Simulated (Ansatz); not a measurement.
ZnPt$_{3}$ (Cu3Au type, Pm-3m), r²SCAN (plane waves, PAW; program Ansatz), all energies at zero smearing, with the estimated change up to a 700 eV cutoff added, with one set of potentials and settings (totals compare only within such a set). Cell of 4 atoms (1 Zn, 3 Pt): -40937.496 eV.

```csv
element,reference phase,E (eV/atom)
Zn,"P6_3/mmc, 2 atoms in the cell",-3325.6729
Pt,"Fm-3m, 1 atoms in the cell",-12536.7848
```

Formation energy per atom, worked out: (-40937.496 − 1×(-3325.6729) − 3×(-12536.7848))/4 = -0.367 eV/atom (-35 kJ per mol of atoms), at 0 K, without zero-point energy or fitted corrections.

The workflow started from a Materials Project entry (that database holds measured and hypothetical structures alike); the Crystallography Open Database files this formula in space group No. 221, but the cells were not matched. Its standing as an ambient phase is unchecked. Symmetry was held in the r²SCAN relaxation; whether a distortion lowers the energy is not shown. The run is not spin-polarised. The references are the lowest solids computed at this level, not always the standard phases. Spin–orbit coupling is left out wherever it is not named.

Potentials: the later of the program's two PAW sets.
